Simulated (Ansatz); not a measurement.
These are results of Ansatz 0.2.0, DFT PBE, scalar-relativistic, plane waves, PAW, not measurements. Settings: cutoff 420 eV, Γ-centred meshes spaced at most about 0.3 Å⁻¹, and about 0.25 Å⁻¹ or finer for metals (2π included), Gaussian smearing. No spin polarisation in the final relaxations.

All energies are static (0 K, no zero-point motion). All come from trial cells, and lower structures may exist.

Question: Order these relaxed structures of CdSe₄ by energy, lowest first, with the energy over the lowest of them.
A.

```xyz
5
Lattice="-4.1570 4.1570 2.1885 4.1570 -4.1570 2.1885 4.1570 4.1570 -2.1885" Properties=species:S:1:pos:R:3 pbc="T T T"
Cd    0.0000    0.0000    0.0000
Se    2.6417   -1.8249    2.1885
Se    2.3322    1.5153    0.0000
Se    1.8249    2.6417    2.1885
Se    1.5153    5.9819    0.0000
```

B.

```xyz
5
Lattice="3.8895 0.0000 0.0000 -1.9447 3.3684 0.0000 0.0000 0.0000 8.9632" Properties=species:S:1:pos:R:3 pbc="T T T"
Cd    0.0000    0.0000    0.0000
Se    0.0000    2.2456    7.2968
Se    0.0000    2.2456    3.6603
Se    1.9447    1.1228    1.6664
Se    1.9447    1.1228    5.3029
```

C.

```xyz
5
Lattice="-2.7453 2.7453 4.6945 2.7453 -2.7453 4.6945 2.7453 2.7453 -4.6945" Properties=species:S:1:pos:R:3 pbc="T T T"
Cd    0.0000    0.0000    0.0000
Se    0.0000    0.0000    3.5374
Se    0.0000    0.0000    5.8516
Se    0.0000    2.7453    0.0000
Se    2.7453    0.0000    0.0000
```

D.

```xyz
5
Lattice="5.0643 0.0000 0.0000 0.0000 5.0643 0.0000 0.0000 0.0000 5.0643" Properties=species:S:1:pos:R:3 pbc="T T T"
Cd    0.0000    0.0000    0.0000
Se    1.5485    1.5485    1.5485
Se    3.5157    3.5157    1.5485
Se    1.5485    3.5157    3.5157
Se    3.5157    1.5485    3.5157
```

Answer: A (0 meV/atom), B (105 meV/atom), C (236 meV/atom), D (510 meV/atom). Forms: A I4/m; B P-3m1; C I4/mmm; D P-43m. Counting Se atoms around Cd (those within 1.25 times the shortest such distance or 1.15 times the sum of covalent radii): A has Cd 4; B has Cd 6; C has Cd 4; D has Cd 4. A holds Se–Se chains (shortest 2.51 Å); C holds Se–Se pairs (shortest 2.31 Å) (bonds between like non-metal atoms; other contacts aren't counted).

No dispersion correction is applied, so the spacing and binding between layers, chains or molecules are poorly described (I4/mmm), and this can change margins and order among such cells. A magnetic state wasn't ruled out in cells without spin, among them P-3m1, I4/mmm, P-43m. Cells relaxed within their symmetry can be saddle points. Some candidate types were left out of the draw beforehand, so a known form may be missing.
